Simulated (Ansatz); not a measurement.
CaO:
Space group P6₃/mmc (No. 194); a = b = 3.981 Å, c = 4.770 Å, α = β = 90.00°, γ = 120.00°

```csv
atom,site,symmetry,x,y,z
Ca,2d,-6m2,0.6667,0.3333,0.2500
O,2c,-6m2,0.3333,0.6667,0.2500
```

This is the r²SCAN-relaxed structure.

Task: All from DFT-r²SCAN in the program Ansatz with PAW potentials, unless another level is named. Predict the highest zone-centre frequency (without LO–TO term).

Result: 384 cm⁻¹.

Task: Give the Poisson's ratio.

Result: 0.33.

Space group P6_3/mmc. The first step of the workflow began from a Materials Project structure, measured or hypothetical; the Crystallography Open Database copy checked does not list it. It is not the phase usual at ambient conditions (space group No. 225). Symmetry was held in the r²SCAN relaxation; of distortions, only those at the zone centre were tested.

Potentials: the later of the program's two PAW sets.
